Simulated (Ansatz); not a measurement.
Values for one crystal, relaxed and computed with plane-wave PAW r²SCAN (Ansatz code); other levels are named.

| Quantity | Value |
|---|---|
| Volume per atom | 13.47 Å³ |
| Band gap | 2.20 eV (smallest direct gap 2.22 eV) |
| HSE06 gap on the r²SCAN cell | 4.07 eV |
| Conduction-band minimum | at Γ |
| Bulk modulus (Birch–Murnaghan fit) | 57.7 GPa |
| Gap with spin–orbit coupling | 2.20 eV |
| Electron effective mass, band 2 of 2 at the edge | 1.6 along x, 1.9 along z (mₑ) |

**Question.** Which compound is it?
A. ZnF2, rutile
B. LaAgO2, R-3m (La on 3b, Ag on 3a, O on 6c)
C. BaB2O4, R-3c (Pearson symbol hR42)
D. BaNiF6, R-3m (Ba on 3b, Ni on 3a, F on 18h)

**Answer.** D, BaNiF6, R-3m (Ba on 3b, Ni on 3a, F on 18h)

The workflow started from a Materials Project entry (that database holds measured and hypothetical structures alike); the Crystallography Open Database copy checked does not list it. Its standing as an ambient phase is unchecked. Symmetry was held in the r²SCAN relaxation; its stability against distortions is not shown here. The run is not spin-polarised. No Hubbard U is applied. Spin–orbit coupling is left out wherever it is not named.

Potentials: the later of the program's two PAW sets.
